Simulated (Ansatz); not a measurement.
Values for one crystal, relaxed and computed with the program Ansatz at the r²SCAN level (PAW); other levels are named.

| Property | Result |
|---|---|
| Volume per atom | 14.80 Å³ |
| Electronic character | metallic (no gap) |
| Bulk modulus (Birch–Murnaghan fit) | 62.0 GPa |
| Mechanical stability | unstable (C has a negative eigenvalue) |
| Formation energy from the elements (no fitted shifts) | 0.30 eV/atom |
| Density of states at the Fermi level | 0.70 states/eV per atom (mean over ±0.08 eV) |
| Pressure derivative B′ | 6.0 |

**Question.** Pick the material that matches.
A) Mg3TiNO3, P4/mmm (Pearson symbol tP8)
B) La3Ni2O7, I4/mmm (Pearson symbol tI24)
C) Al2O, anti-fluorite
D) MgTi3N3O, P4/mmm (Pearson symbol tP8)

**Answer.** C, Al2O, anti-fluorite

Space group Fm-3m (anti-fluorite). The start of the workflow was typed in or built on a structure type; the Crystallography Open Database files this formula in space group No. 225, but the cells were not matched. Its standing as an ambient phase is unchecked. The cell was relaxed with r²SCAN under the symmetry of its start. Its formation energy is positive at this level, so the cell may be metastable or incomplete. The references are the lowest solids computed at this level, not always the standard phases (solids in place of the gases).

Potentials: the earlier of the program's two PAW sets. The files were generated under PBE; for other functionals the program regenerates the frozen cores, and for LDA and PBEsol the local potential too.
